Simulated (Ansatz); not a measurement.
The cell below belongs to a search over invented structures; it isn't taken from experiment.

Input and command of a plane-wave DFT calculation in Ansatz:

```yaml
crystal:
  lattice:
    - [6.0603155124, -3.7553158382, 0.0]
    - [6.0603155124, 3.7553158382, 0.0]
    - [0.0, 0.0, 6.9598109036]
  atoms:
    - { symbol: Si, position: [0.989118676, 0.6943489037, 0.2826187456] }
    - { symbol: Si, position: [0.3056510963, 0.010881324, 0.2826187456] }
    - { symbol: Si, position: [0.010881324, 0.3056510963, 0.7826187456] }
    - { symbol: Si, position: [0.6943489037, 0.989118676, 0.7826187456] }
    - { symbol: Bi, position: [0.6521724479, 0.0557467822, 0.1714790785] }
    - { symbol: Bi, position: [0.9442532178, 0.3478275521, 0.1714790785] }
    - { symbol: Bi, position: [0.3478275521, 0.9442532178, 0.6714790785] }
    - { symbol: Bi, position: [0.0557467822, 0.6521724479, 0.6714790785] }
    - { symbol: Se, position: [0.2858623431, 0.7141376569, 0.1542043517] }
    - { symbol: Se, position: [0.7141376569, 0.2858623431, 0.6542043517] }
basis:
  ecutwfc: 420
kpoints:
  mp_grid: { grid: [6, 6, 6] }
hamiltonian:
  xc: pbe
scf:
  occupations: { method: gaussian, width: 0.01 }
output:
  forces: true
  stress: true
  eigenvalues: true
relax:
  adjacent_minimum: "off"
  f_tol: 0.01
  max_steps: 80
  cell: { stress_tol: 0.05 }
```

```bash
ansatz run input.yaml --threads 1 --pin off --max-ram 2560MiB --backend cpu --events-out ev --progress --plain --runs-dir out
```

Processor: AMD EPYC 9R45 96-Core Processor (Zen 5), 1 thread, on a host shared with other jobs.

**Question.** Estimate time, memory and problem size.

**Answer.** About 3.5 min, peak memory 1 GiB. It solves 65 bands at 52 k points (after reduction by symmetry) with about 6107 plane waves (on the last cell), in 32 SCF iterations over 5 ionic steps.
